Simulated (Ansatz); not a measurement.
Task: FeCo (CsCl type, space group No. 221) is relaxed with PBEsol in the plane-wave PAW code Ansatz. What lattice parameters of the conventional cell result?

Result: a = 2.800 Å.

Space group Pm-3m (CsCl type). Symmetry was held in the PBEsol relaxation. Spin order of the final state: ferromagnetic, chosen from 4 collinear starts compared on coarse meshes (ties went to the first, and starts can fall back to one state), not a proven ground state. Textbook magnetic order: ferromagnetic.

Potentials: the earlier of the program's two PAW sets.
